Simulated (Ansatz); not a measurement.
Os:
```
CELL_PARAMETERS angstrom
     -1.53579     1.53579     1.53579
      1.53579    -1.53579     1.53579
      1.53579     1.53579    -1.53579
ATOMIC_POSITIONS crystal
  Os 0.00000 0.00000 0.00000
```

Relaxed with r²SCAN. Special points in fractions of this cell's reciprocal vectors: Γ (0.000, 0.000, 0.000); H (0.500, -0.500, 0.500); N (0.000, 0.000, 0.500); P (0.250, 0.250, 0.250).

Problem. List the band energies nearest the Fermi level at these points for r²SCAN in the plane-wave PAW code Ansatz.

Solution. In eV from the Fermi level; about four levels below and three above (degenerate sets whole), none deeper than 8.9 eV; … stands for higher levels left out; points with the same levels are listed once.

```csv
k,below,above
Γ,-3.57 -3.57 -3.57 -0.05 -0.05,…
H,-7.67 -7.67,2.43 2.43 2.43
N,-8.13 -5.73 -0.36 -0.21,0.62 3.28 …
P,-4.96 -4.96 -4.96,0.75 0.75 6.10
```

Space group Im-3m (bcc (W type)). The start of the workflow was typed in or built on a structure type; neither database checked (COD, Materials Project) lists it. It is not the phase usual at ambient conditions (space group No. 194). Symmetry was held in the r²SCAN relaxation. At this level the phase is mechanically unstable. No spin polarisation was allowed. Scalar-relativistic: spin–orbit coupling is off unless named, which matters more the heavier the elements.

Potentials: the earlier of the program's two PAW sets.
